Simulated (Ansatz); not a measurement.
# Stress against strain in ZrB₂

```xyz
3
Lattice="3.1650 0.0000 0.0000 -1.5825 2.7410 0.0000 0.0000 0.0000 3.5200" Properties=species:S:1:pos:R:3 pbc="T T T"
Zr    0.0000    0.0000    0.0000
B     0.0000    1.8273    1.7600
B     1.5825    0.9137    1.7600
```

Atom numbers follow the list: Zr1, B2, B3.

The cell comes from COD entry 1510856, which wasn't checked; take it as a given geometry.

Computed with Ansatz 0.2.0, DFT, LDA, all-electron LAPW, scalar-relativistic.

Settings: a Γ-centred 13×13×10 k mesh, Fermi–Dirac smearing of 0.03 eV, basis error target 1 meV/atom, no spin polarisation.

The strain is applied along the Cartesian axes of the cell as listed (the other components stay zero). Fractional coordinates are held (clamped ions).

σ is the change of stress from the unstrained cell, which is at -7.26 GPa; tension is positive, so slopes are stress–strain coefficients at that pressure. In a metal the k mesh adds noise.

Only quantities that a quadratic follows smoothly over the whole series are listed; rougher ones are left out.

```tsv
εzz	σzz (GPa)	σxx (GPa)
-0.0200	-9.03	-2.52
0.0000	0.00	0.00
0.0100	4.21	1.09
0.0200	8.15	2.12
```

Question: Fit the series and read off the stiffness at zero strain.

Answer: Least-squares fits y = p0 + p1 x + p2 x² to the rows give σzz (GPa): p1 = 430, p2 = -1100; σxx (GPa): p1 = 116, p2 = -480. So C33 = 430 GPa and C13 = 116 GPa, for these axes.

Question: One run, at εzz = -0.0100, is withheld. Predict its row.

Answer: The fits give -4.40, -1.22; the run gave -4.44, -1.19.
